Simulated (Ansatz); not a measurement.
CdS (F-43m): one-shot GW input and result

Method: Ansatz 0.2.0-dev, G0W0@PBE, plasmon-pole screening, soft PAW set, first generation.

Input files:

```yaml
crystal:
  lattice:
    - [0.0, 2.909, 2.909]
    - [2.909, 0.0, 2.909]
    - [2.909, 2.909, 0.0]
  atoms:
    - { symbol: Cd, position: [0, 0, 0] }
    - { symbol: S, position: [0.25, 0.25, 0.25] }
kpoints:
  mp_grid: { grid: [8, 8, 8], shift: [0, 0, 0] }
hamiltonian:
  xc: pbe
  pseudopotentials: { kind: paw }
scf:
  occupations: { method: fixed }
  convergence: { dr2_threshold: "1e-9 eV" }
  lower_state_search: "off"
output:
  forces: false
  stress: false
gw:
  n_empty_bands: 235
  ecut_chi: 113.3
  qp_bands: [v1, c1]
  qp_kpoints: [[0, 0, 0], [0, 0.5, 0.5], [0, 0, 0.5]]
  ecutfock_ratio: 2
```

The input is rewritten from the run's settings (development build, wave cutoff 420 eV).

Linearised quasiparticle energies, zero at the top filled Kohn-Sham level among these points. VB is the top filled band, CB the lowest empty one. The wave cutoff came out at 420 eV.

| k | band | ε_KS (eV) | Σx − Vxc (eV) | Σc (eV) | Z | ε_QP (eV) |
| --- | --- | --- | --- | --- | --- | --- |
| Γ | VB | 0.00 | -2.74 | 1.84 | 0.79 | -0.71 |
| Γ | CB | 1.16 | 3.63 | -3.48 | 0.82 | 1.28 |
| L | VB | -0.76 | -3.05 | 2.02 | 0.79 | -1.57 |
| L | CB | 3.02 | 4.29 | -3.89 | 0.82 | 3.35 |
| X | VB | -1.90 | -3.44 | 2.23 | 0.78 | -2.85 |
| X | CB | 3.54 | 3.69 | -3.69 | 0.83 | 3.54 |

The gap (direct at Γ) opens from 1.16 eV to 1.99 eV.

Electronic (ion-clamped) dielectric constant on this mesh, from the head of the inverse dielectric matrix: 6.2.

Soft PAW datasets can miss an all-electron G0W0 gap by more than 5 %. Spin-orbit coupling is left out. Band sums or response are cut, so the gap isn't at its basis limit. Filled d shells converge slowest, and with PAW files the limit can differ from the all-electron one by tenths of an eV.
